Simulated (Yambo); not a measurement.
Yambo input for Na$_{2}$CO$_{3}$ (space group C2/m, No. 12) (a = 5.121 Å, b = 5.121 Å, c = 5.922 Å, α = 101.29°, β = 101.29°, γ = 61.87°), on LDA (Quantum ESPRESSO, PseudoDojo norm-conserving, 88 Ry, without SOC) wavefunctions on a 4×4×4 mesh:

```
optics
chi
dipoles
kernel
FFTGvecs= 40 Ry
Chimod= "HARTREE"
NGsBlkXd= 3 Ry
% QpntsRXd
 1 | 1 |
%
% BndsRnXd
 5 | 117 |
%
GrFnTpXd= "R"
% EnRngeXd
 0.0 | 20.0 | eV
%
% DmRngeXd
 0.2 | 0.2 | eV
%
CGrdSpXd= 50
ETStpsXd= 161
% LongDrXd
 0.0 | 0.0 | 1.0 |
%
```

First lines of the file o-*.eps_q1_inv_rpa_dyson:

```
Absorption @ Q(1):   0.00000000     0.00000000     1.00000000    [q->0 direction]
#
# [ X ] Hartree size     :   87
# [GEN] GF Energies     : Slater exchange(X)+Perdew & Wang(C)
# [GEN] Green`s Function     : Retarded
#
# [GEN] Gauge     : Length
# [GEN] [r,Vnl] included     : yes
#
#    E[1] [eV]     Im(eps)     Re(eps)     Im(eps_o)     Re(eps_o)
#
     0.000000     0.53650E-09     2.078751     -0.34876E-17     2.301675
     0.125000     0.372667E-3     2.078867     0.492498E-3     2.301828
     0.250000     0.746139E-3     2.079216     0.986113E-3     2.302289
     0.375000     0.001121     2.079798     0.001482     2.303059
     0.500000     0.001499     2.080616     0.001981     2.304139
     0.625000     0.001880     2.081669     0.002485     2.305532
     0.750000     0.002265     2.082961     0.002995     2.307240
     0.875000     0.002655     2.084495     0.003511     2.309269
     1.000000     0.003051     2.086274     0.004036     2.311622
     1.125000     0.003453     2.088303     0.004571     2.314305
     1.250000     0.003864     2.090584     0.005116     2.317326
     1.375000     0.004285     2.093125     0.005675     2.320690
     1.500000     0.004715     2.095931     0.006247     2.324406
     1.625000     0.005157     2.099009     0.006836     2.328485
     1.750000     0.005612     2.102366     0.007443     2.332936
     1.875000     0.006081     2.106011     0.008070     2.337771
     2.000000     0.006567     2.109954     0.008720     2.343004
     2.125000     0.007070     2.114204     0.009395     2.348650
     2.250000     0.007593     2.118774     0.010097     2.354724
     2.375000     0.008139     2.123676     0.010831     2.361244
     2.500000     0.008709     2.128926     0.011600     2.368233
     2.625000     0.009307     2.134539     0.012407     2.375711
     2.750000     0.009935     2.140533     0.013258     2.383704
     2.875000     0.010598     2.146928     0.014157     2.392241
     3.000000     0.011300     2.153747     0.015111     2.401353
     3.125000     0.012046     2.161015     0.016127     2.411076
     3.250000     0.012841     2.168761     0.017212     2.421451
     3.375000     0.013693     2.177017     0.018378     2.432523
     3.500000     0.014611     2.185821     0.019635     2.444344
     3.625000     0.015604     2.195215     0.020998     2.456975
     3.750000     0.016686     2.205248     0.022483     2.470484
     3.875000     0.017874     2.215980     0.024114     2.484953
     4.000000     0.019189     2.227478     0.025917     2.500475
```
(The file goes on to the top of the energy range.) Convergence of the RPA response with its 4×4×4 mesh was not tested.

Geometry of the Materials Project entry, not relaxed at this level.
